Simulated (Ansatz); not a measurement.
## Nb: from a starting cell to a relaxed one

The start is a generated cell, Nb built in the beta-W structure type. A full variable-cell relaxation at zero pressure is run with PBE (plane waves to 420 eV, PAW, scalar-relativistic; Ansatz, an electronic-structure program). First-step values are on the input's coarse k-mesh.

Ansatz input (later rounds restart from its end on a renewed k-mesh):
Ansatz 0.2 input:
```yaml
crystal:
  lattice:
    - [5.273116, 0, 0]
    - [0, 5.273116, 0]
    - [0, 0, 5.273116]
  atoms:
    - { symbol: Nb, position: [0.25, 0, 0.5] }
    - { symbol: Nb, position: [0.75, 0, 0.5] }
    - { symbol: Nb, position: [0, 0.5, 0.25] }
    - { symbol: Nb, position: [0, 0.5, 0.75] }
    - { symbol: Nb, position: [0.5, 0.25, 0] }
    - { symbol: Nb, position: [0.5, 0.75, 0] }
    - { symbol: Nb, position: [0, 0, 0] }
    - { symbol: Nb, position: [0.5, 0.5, 0.5] }
basis: { ecutwfc: 420, ecutrho_ratio: 4, xc_grid: 2, fft_grid_basis: typed }
kpoints: { mp_grid: { grid: [6, 6, 6] } }
hamiltonian:
  xc: pbe
  dispersion: none
  pseudopotentials: { kind: paw }
scf: { occupations: { method: fermi_dirac, width: 0.05 } }
relax: { f_tol: 0.01, max_steps: 100, cell: { stress_tol: 0.02 } }
output: { forces: true, stress: true }
```

- Outcome: The space group stays Pm-3n (No. 223) (the run could not lower it), with 8 atoms in the primitive cell
- Energy released: under 0.01 eV/atom
- Volume change: +1.4 %, from 18.33 to 18.59 Å³/atom
- Band gap at the end: zero (metallic)
- Optimiser moves: 5

Relaxed structure:

```cif
data_Nb8
_chemical_formula_sum 'Nb8'
_space_group_name_H-M_alt 'Pm-3n'
_space_group_IT_number 223
_space_group_name_Hall '-P 4n 2 3'
_cell_length_a 5.29768
_cell_length_b 5.29768
_cell_length_c 5.29768
_cell_angle_alpha 90.000
_cell_angle_beta 90.000
_cell_angle_gamma 90.000
loop_
_atom_site_label
_atom_site_type_symbol
_atom_site_symmetry_multiplicity
_atom_site_Wyckoff_symbol
_atom_site_fract_x
_atom_site_fract_y
_atom_site_fract_z
_atom_site_occupancy
Nb1 Nb 6 c 0.00000 0.50000 0.25000 1
Nb2 Nb 2 a 0.00000 0.00000 0.00000 1
```

Final values are on a 9×9×9 k-mesh of the relaxed cell. No spin polarisation in the result.

The run could not lose the symmetry of its start: the end is stationary, and may be a saddle point rather than a minimum.

All atoms sit on sites fixed by symmetry, so only the cell could relax.

The relaxed structure here is a generated cell of Nb: the first start was made by placing the elements on the sites of a structure type, and the end was not matched to a known phase here, so it may be hypothetical. Known forms of Nb include space group No. 229.
